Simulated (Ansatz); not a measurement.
Data:

LaC:
```cif
data_C4La4
_chemical_formula_sum 'La4 C4'
_space_group_name_H-M_alt 'Fm-3m'
_space_group_IT_number 225
_space_group_name_Hall '-F 4 2 3'
_cell_length_a 5.34962
_cell_length_b 5.34962
_cell_length_c 5.34962
_cell_angle_alpha 90.000
_cell_angle_beta 90.000
_cell_angle_gamma 90.000
loop_
_atom_site_label
_atom_site_type_symbol
_atom_site_symmetry_multiplicity
_atom_site_Wyckoff_symbol
_atom_site_fract_x
_atom_site_fract_y
_atom_site_fract_z
_atom_site_occupancy
La1 La 4 a 0.00000 0.00000 0.00000 1
C1 C 4 b 0.50000 0.50000 0.50000 1
```
(The calculation used a cell of 2 atoms; values per cell refer to that cell.)

This is the PBEsol-relaxed structure.

Problem. All from PBEsol in the plane-wave PAW code Ansatz, unless another level is named. Give the electronic character.

Solution. metallic (no gap).

Problem. What about the density of states at the Fermi level?

Solution. 1.8 states/eV per atom (mean over ±0.08 eV).

Problem. Next, the formation energy from the elements (no fitted shifts)?

Solution. 0.40 eV/atom.

Problem. Predict the gap with spin–orbit coupling.

Solution. none (metallic).

The start of the workflow was typed in or built on a structure type; neither database checked (COD, Materials Project) lists it. Whether it is the stable phase at ambient conditions was not checked. The cell was relaxed with PBEsol under the symmetry of its start. At this level the phase is dynamically unstable (imaginary phonons). Its formation energy is positive at this level, so the cell may be metastable or incomplete. The references are the lowest solids computed at this level, not always the standard phases. Scalar-relativistic: spin–orbit coupling is off unless named, which matters more the heavier the elements.

Potentials: the earlier of the program's two PAW sets. The files were generated under PBE; for other functionals the program regenerates the frozen cores, and for LDA and PBEsol the local potential too.
